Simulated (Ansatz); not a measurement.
Sr2ZrTiO6:
```
Sr2ZrTiO6
1.0
    4.07524     0.00000     0.00000
    0.00000     4.07524     0.00000
    0.00000     0.00000     8.08115
Sr O Ti Zr
2 6 1 1
Direct
  0.00000   0.00000   0.76438
  0.00000   0.00000   0.23562
  0.50000   0.50000   0.76183
  0.50000   0.00000   0.00000
  0.00000   0.50000   0.00000
  0.50000   0.50000   0.23817
  0.50000   0.00000   0.50000
  0.00000   0.50000   0.50000
  0.50000   0.50000   0.00000
  0.50000   0.50000   0.50000
```

Relaxed with PBE.

Q: Which orbitals make up the states near the band edges in plane-wave PAW PBE (Ansatz code)?

A: Top 1 eV of the valence band: O 2p 95 %. Bottom 1 eV of the conduction band: Ti 3d 79 %, O 2p 10 %, Zr 4d 9 %. Projections are on Löwdin-orthogonalised atomic valence shells; empty p or d shells of many metals are not among them.

Q: Tabulate the density of states.

A: States/eV per cell of 10 atoms, in 0.25 eV bins, energy from the valence-band maximum.

| E (eV) | total | O 2p | Ti 3d | Zr 4d |
|---|---|---|---|---|
| -7.85 | 0.00 | 0.00 | 0.00 | 0.00 |
| -7.60 | 0.00 | 0.00 | 0.00 | 0.00 |
| -7.35 | 0.00 | 0.00 | 0.00 | 0.00 |
| -7.10 | 0.00 | 0.00 | 0.00 | 0.00 |
| -6.85 | 0.00 | 0.00 | 0.00 | 0.00 |
| -6.60 | 0.00 | 0.00 | 0.00 | 0.00 |
| -6.35 | 0.00 | 0.00 | 0.00 | 0.00 |
| -6.10 | 0.00 | 0.00 | 0.00 | 0.00 |
| -5.85 | 0.00 | 0.00 | 0.00 | 0.00 |
| -5.60 | 0.00 | 0.00 | 0.00 | 0.00 |
| -5.35 | 0.00 | 0.00 | 0.00 | 0.00 |
| -5.10 | 0.00 | 0.00 | 0.00 | 0.00 |
| -4.85 | 0.00 | 0.00 | 0.00 | 0.00 |
| -4.60 | 0.00 | 0.00 | 0.00 | 0.00 |
| -4.35 | 0.02 | 0.01 | 0.00 | 0.00 |
| -4.10 | 5.44 | 3.85 | 0.39 | 0.76 |
| -3.85 | 9.55 | 6.72 | 0.98 | 1.15 |
| -3.60 | 8.57 | 6.09 | 1.08 | 0.81 |
| -3.35 | 8.97 | 6.55 | 1.15 | 0.72 |
| -3.10 | 9.34 | 7.06 | 0.96 | 0.77 |
| -2.85 | 11.86 | 9.50 | 0.91 | 0.80 |
| -2.60 | 10.38 | 8.28 | 0.82 | 0.76 |
| -2.35 | 9.60 | 7.88 | 0.65 | 0.59 |
| -2.10 | 6.25 | 5.20 | 0.31 | 0.37 |
| -1.85 | 6.00 | 5.17 | 0.19 | 0.23 |
| -1.60 | 6.67 | 5.95 | 0.14 | 0.12 |
| -1.35 | 8.42 | 7.73 | 0.13 | 0.10 |
| -1.10 | 12.20 | 11.32 | 0.24 | 0.16 |
| -0.85 | 12.58 | 11.76 | 0.17 | 0.17 |
| -0.60 | 8.89 | 8.44 | 0.06 | 0.09 |
| -0.35 | 6.38 | 6.21 | 0.01 | 0.01 |
| -0.10 | 2.88 | 2.84 | 0.00 | 0.00 |
| 0.15 | 0.00 | 0.00 | 0.00 | 0.00 |
| 0.40 | 0.00 | 0.00 | 0.00 | 0.00 |
| 0.65 | 0.00 | 0.00 | 0.00 | 0.00 |
| 0.90 | 0.00 | 0.00 | 0.00 | 0.00 |
| 1.15 | 0.00 | 0.00 | 0.00 | 0.00 |
| 1.40 | 0.00 | 0.00 | 0.00 | 0.00 |
| 1.65 | 0.00 | 0.00 | 0.00 | 0.00 |
| 1.90 | 0.21 | 0.01 | 0.20 | 0.00 |
| 2.15 | 0.46 | 0.03 | 0.42 | 0.00 |
| 2.40 | 0.82 | 0.08 | 0.68 | 0.04 |
| 2.65 | 2.54 | 0.26 | 1.91 | 0.31 |
| 2.90 | 4.53 | 0.65 | 3.46 | 0.28 |
| 3.15 | 4.63 | 0.77 | 3.54 | 0.14 |
| 3.40 | 5.41 | 0.98 | 4.07 | 0.08 |
| 3.65 | 5.38 | 1.02 | 3.91 | 0.13 |
| 3.90 | 0.77 | 0.04 | 0.34 | 0.32 |
| 4.15 | 0.85 | 0.06 | 0.42 | 0.29 |
| 4.40 | 1.94 | 0.17 | 1.08 | 0.45 |
| 4.65 | 3.29 | 0.41 | 0.99 | 1.55 |
| 4.90 | 4.13 | 0.64 | 0.80 | 2.30 |
| 5.15 | 3.92 | 0.62 | 0.80 | 1.96 |
| 5.40 | 4.31 | 0.63 | 0.93 | 1.66 |
| 5.65 | 4.67 | 0.67 | 0.84 | 1.63 |
| 5.90 | 5.90 | 0.88 | 0.97 | 1.92 |
| 6.15 | 7.20 | 1.11 | 1.12 | 2.12 |
| 6.40 | 6.72 | 0.96 | 1.07 | 1.33 |
| 6.65 | 6.12 | 0.74 | 0.89 | 0.49 |

Space group P4/mmm. The start of the workflow was typed in or built on a structure type; neither database checked (COD, Materials Project) lists it. Whether it is the stable phase at ambient conditions was not checked. The PBE relaxation kept the symmetry of its start; whether a distortion lowers the energy is not shown. The workflow began spin-polarised and lost its moments. Spin–orbit coupling is left out wherever it is not named.

Potentials: the earlier of the program's two PAW sets.
